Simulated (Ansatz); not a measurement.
With PBE (plane waves, PAW; program Ansatz), Ta in the diamond structure (Fd-3m) relaxes to a = 6.102 Å. Ta has 4 nearest neighbours from 2.64 Å (tetrahedral).

Electronic character: metallic (no gap). Gap from PBE with spin–orbit coupling: none (metallic).

The bulk modulus is 70.3 GPa.

The start of the workflow was typed in or built on a structure type; neither database checked (COD, Materials Project) lists it. It is not the phase usual at ambient conditions (space group No. 229). The cell was relaxed with PBE under the symmetry of its start; its stability against distortions is not shown here. The run is not spin-polarised. Scalar-relativistic: spin–orbit coupling is off unless named, which matters more the heavier the elements.

Potentials: the earlier of the program's two PAW sets.
